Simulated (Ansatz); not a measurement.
LuRu$_{3}$C (anti-perovskite, Pm-3m), the program Ansatz at the r²SCAN level (PAW), all energies at zero smearing, with the estimated change up to a 700 eV cutoff added, with one set of potentials and settings (totals compare only within such a set). Cell of 5 atoms (1 Lu, 3 Ru, 1 C): -32668.934 eV.

```
element                reference phase  E (eV/atom)
-------  -----------------------------  -----------
Lu       P6_3/mmc, 2 atoms in the cell  -14743.6978
Ru       P6_3/mmc, 2 atoms in the cell   -5890.7039
C        P6_3/mmc, 4 atoms in the cell    -251.6711
```

Formation energy per atom, worked out: (-32668.934 − 1×(-14743.6978) − 3×(-5890.7039) − 1×(-251.6711))/5 = -0.291 eV/atom (-28 kJ per mol of atoms), at 0 K, without zero-point energy or fitted corrections.

The workflow started from a Materials Project entry (that database holds measured and hypothetical structures alike); the Crystallography Open Database copy checked does not list it. Its standing as an ambient phase is unchecked. Symmetry was held in the r²SCAN relaxation; its stability against distortions is not shown here. The run is not spin-polarised. The references are the lowest solids computed at this level, not always the standard phases. Spin–orbit coupling is left out wherever it is not named.

Potentials: the later of the program's two PAW sets.
